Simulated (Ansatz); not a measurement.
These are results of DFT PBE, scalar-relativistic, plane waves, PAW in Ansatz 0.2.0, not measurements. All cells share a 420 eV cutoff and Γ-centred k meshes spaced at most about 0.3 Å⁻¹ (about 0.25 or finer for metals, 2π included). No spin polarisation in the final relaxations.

All energies are static (0 K, no zero-point motion).

Two relaxed structures of Ge₂Sb₂O:

A.

```cif
data_structure
_symmetry_space_group_name_H-M 'P4/mmm'
_symmetry_Int_Tables_number 123
_cell_length_a 3.0297
_cell_length_b 3.0297
_cell_length_c 11.6208
_cell_angle_alpha 90.000
_cell_angle_beta 90.000
_cell_angle_gamma 90.000
_cell_volume 106.67
loop_
_atom_site_label
_atom_site_type_symbol
_atom_site_symmetry_multiplicity
_atom_site_Wyckoff_symbol
_atom_site_fract_x
_atom_site_fract_y
_atom_site_fract_z
_atom_site_occupancy
Ge1 Ge 1 d 0.50000 0.50000 0.50000 1
Ge2 Ge 1 c 0.50000 0.50000 0.00000 1
Sb1 Sb 2 h 0.50000 0.50000 0.75222 1
O1 O 1 a 0.00000 0.00000 0.00000 1
```

B.

```cif
data_structure
_symmetry_space_group_name_H-M 'I4/mmm'
_symmetry_Int_Tables_number 139
_cell_length_a 3.8596
_cell_length_b 3.8596
_cell_length_c 16.4157
_cell_angle_alpha 90.000
_cell_angle_beta 90.000
_cell_angle_gamma 90.000
_cell_volume 244.54
loop_
_atom_site_label
_atom_site_type_symbol
_atom_site_symmetry_multiplicity
_atom_site_Wyckoff_symbol
_atom_site_fract_x
_atom_site_fract_y
_atom_site_fract_z
_atom_site_occupancy
Ge1 Ge 4 e 0.50000 0.50000 0.18708 1
Sb1 Sb 4 e 0.50000 0.50000 0.37805 1
O1 O 2 a 0.00000 0.00000 0.00000 1
```

Question: Which form is favoured at zero pressure, and by what margin per atom?

Answer: A is lower, by 154 meV/atom. A has space group P4/mmm (No. 123), 21.3 Å³/atom and no gap on its mesh; B has space group I4/mmm (No. 139), 24.5 Å³/atom and no gap. Counting Ge or Sb atoms around O (for each partner element, those within 1.25 times its shortest distance or 1.15 times the sum of covalent radii, where it is the nearest in units of that sum or under 1.3), A has O 4 and B has O 2. A holds Sb–Sb nets (shortest 3.03 Å); in B the shortest Sb–Sb distance is 3.86 Å. The denser one is the lower, and pressure would at first widen the difference. Both come from invented guesses.

Spin–orbit coupling, which can matter for Sb, is left out. Cells relaxed within their symmetry can be saddle points.
